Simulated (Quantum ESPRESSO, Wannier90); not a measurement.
## Wannier functions of Si$_{2}$Mo (I4/mmm)

```
begin unit_cell_cart
ang
    3.2042600000    0.0000000000    0.0000000000
    0.0000000000    3.2042600000    0.0000000000
   -1.6021300000   -1.6021300000    3.9080950000
end unit_cell_cart
begin atoms_frac
Si  -0.3354300000 -0.3354300000  0.3291400000
Si   0.3354300000  0.3354300000 -0.3291400000
Mo   0.0000000000  0.0000000000  0.0000000000
end atoms_frac
```

Materials Project entry mp-2592; symmetrised, unrelaxed at this level. COD (Crystallography Open Database) has an entry of this formula and space group (matched by these alone). Level: PBEsol, spinors with spin-orbit coupling; pw.x of Quantum ESPRESSO at 64 Ry with PseudoDojo potentials, 6×6×6 k-points, Wannier90. Density: 10×10×10 mesh, cold smearing 0.01 Ry.

A tight-binding model is made by disentanglement and projection with no localisation steps (num_iter = 0), so the 34 orbitals stay atom-like: hydrogen-like Si: s;p; Mo: s;p;d, axes along x, y, z; frozen window up to 3.00 eV relative to the Fermi level. It follows pw.x to 9.7 meV rms for states up to 1.0 eV relative to the Fermi level. Matrix elements depend on this choice of orbitals and windows.

Problem. What are the on-site energies relative to the Fermi level, and how fast do the hoppings decay?

Solution. 
```json
[
 {"atom": "Si1", "orbitals": "s↑ s↓", "energy (eV)": "-3.29"},
 {"atom": "Si1", "orbitals": "pz↑ pz↓", "energy (eV)": "3.67"},
 {"atom": "Si1", "orbitals": "px↑ px↓ py↑ py↓", "energy (eV)": "3.18"},
 {"atom": "Si2", "orbitals": "s↑ s↓", "energy (eV)": "-3.29"},
 {"atom": "Si2", "orbitals": "pz↑ pz↓", "energy (eV)": "3.67"},
 {"atom": "Si2", "orbitals": "px↑ px↓ py↑ py↓", "energy (eV)": "3.18"},
 {"atom": "Mo3", "orbitals": "s↑ s↓", "energy (eV)": "4.34"},
 {"atom": "Mo3", "orbitals": "pz↑ pz↓", "energy (eV)": "8.85"},
 {"atom": "Mo3", "orbitals": "px↑ px↓ py↑ py↓", "energy (eV)": "8.88"},
 {"atom": "Mo3", "orbitals": "dz2↑ dz2↓ dxy↑ dxy↓", "energy (eV)": "-0.09"},
 {"atom": "Mo3", "orbitals": "dxz↑ dxz↓ dyz↑ dyz↓", "energy (eV)": "-0.05"},
 {"atom": "Mo3", "orbitals": "dx2-y2↑ dx2-y2↓", "energy (eV)": "-0.15"}
]
```

```csv
distance of the centres (Å),largest modulus (eV)
2–3,3.8
3–4,1.2
4–5,1.3
5–6,0.51
6–7,0.22
7–8,0.56
```
